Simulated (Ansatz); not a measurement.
Starting cell, Ag (fcc, Cu type):

```xyz
4
Lattice="4.1052 0.0000 0.0000 0.0000 4.1052 0.0000 0.0000 0.0000 4.1052" Properties=species:S:1:pos:R:3 pbc="T T T"
Ag     0.0000     0.0000     0.0000
Ag     2.0526     2.0526     0.0000
Ag     2.0526     0.0000     2.0526
Ag     0.0000     2.0526     2.0526
```

In each cell atom 2 (Ag, nearest neighbour Ag at 2.903 Å; its periodic images, 4.1 Å or more away, move with it) moves by s·(-0.707, -0.707, 0.000) (towards the nearest neighbour), the rest being held.

Method: r2SCAN (plane waves to 500 eV, PAW, scalar-relativistic; Ansatz, a first-principles code). k mesh 9×9×9 (Γ-centred), Fermi-Dirac smearing 0.05 eV. Energies are smeared free energies. With partly filled bands, energies and forces of such displacements shift with the k mesh and the smearing. On this mesh the relaxed cell isn't quite at rest: it carries a pressure of -0.1 GPa (compression positive) at the zero of the scan. Ag was relaxed with its symmetry unable to fall. ΔE is measured from the undisplaced structure. The last digit holds for this mesh only.

```json
[
 {"s (Å)": "-0.290", "ΔE (meV/cell)": "225.0"},
 {"s (Å)": "-0.232", "ΔE (meV/cell)": "140.0"},
 {"s (Å)": "-0.174", "ΔE (meV/cell)": "withheld"},
 {"s (Å)": "-0.116", "ΔE (meV/cell)": "33.7"},
 {"s (Å)": "-0.058", "ΔE (meV/cell)": "8.3"},
 {"s (Å)": "0.000", "ΔE (meV/cell)": "0.0"},
 {"s (Å)": "0.058", "ΔE (meV/cell)": "8.3"},
 {"s (Å)": "0.116", "ΔE (meV/cell)": "33.7"},
 {"s (Å)": "0.174", "ΔE (meV/cell)": "withheld"},
 {"s (Å)": "0.232", "ΔE (meV/cell)": "140.0"},
 {"s (Å)": "0.290", "ΔE (meV/cell)": "225.0"}
]
```

Question: Fit an even polynomial form (powers 2, 4) to the given rows and predict ΔE at s = -0.174.

Answer: Least squares on the 9 given rows: ΔE = (2470)·s² + (2447)·s⁴, in meV/cell with s in Å; root-mean-square residual 0.03 meV/cell. At -0.174 the fit gives 77.0 meV/cell; the calculation gives 77.0 meV/cell, the same to the digits shown. The quadratic term alone would give 74.8 meV/cell.

(For displaced atoms, the force is minus the slope of the energy, and its curvature is a force constant, which sets phonon frequencies.)
